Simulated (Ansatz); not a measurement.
Ga2S3:
Space group Cc (No. 9); a = 11.254 Å, b = 6.458 Å, c = 7.060 Å, α = γ = 90.00°, β = 121.08°

| atom | site | symmetry | x | y | z |
|---|---|---|---|---|---|
| Ga | 4a | 1 | 0.2969 | 0.5664 | 0.3805 |
| Ga | 4a | 1 | 0.4559 | 0.0975 | 0.3707 |
| S | 4a | 1 | 0.1600 | 0.4130 | 0.4975 |
| S | 4a | 1 | 0.3272 | 0.0871 | 0.9880 |
| S | 4a | 1 | 0.4990 | 0.5892 | 0.0144 |
(The calculation used a cell of 10 atoms; values per cell refer to that cell.)

Relaxed with r²SCAN.

Question: Tabulate the valence density and the electron localisation function along the shortest Ga–S contact (2.20 Å), r²SCAN in the plane-wave PAW code Ansatz.

Answer: 

| distance from Ga (Å) | density (e/Å³) | ELF |
|---|---|---|
| 0.22 | 30.65 | 0.03 |
| 0.33 | 16.03 | 0.02 |
| 0.44 | 6.99 | 0.05 |
| 0.55 | 2.87 | 0.11 |
| 0.66 | 1.37 | 0.19 |
| 0.77 | 0.86 | 0.28 |
| 0.88 | 0.70 | 0.38 |
| 0.99 | 0.67 | 0.53 |
| 1.10 | 0.70 | 0.70 |
| 1.21 | 0.80 | 0.81 |
| 1.32 | 0.93 | 0.85 |
| 1.43 | 1.08 | 0.84 |
| 1.54 | 1.17 | 0.79 |
| 1.65 | 1.16 | 0.67 |
| 1.76 | 0.99 | 0.43 |
| 1.87 | 0.68 | 0.15 |
| 1.98 | 0.32 | 0.03 |

The density is the valence pseudo-density with augmentation charge, so density and ELF within about 1 Å of a nucleus are not all-electron values.

The workflow started from a Materials Project entry (that database holds measured and hypothetical structures alike); the Crystallography Open Database files this formula in space group No. 9, but the cells were not matched. Its standing as an ambient phase is unchecked. The cell was relaxed with r²SCAN under the symmetry of its start; whether a distortion lowers the energy is not shown.

Potentials: the later of the program's two PAW sets.
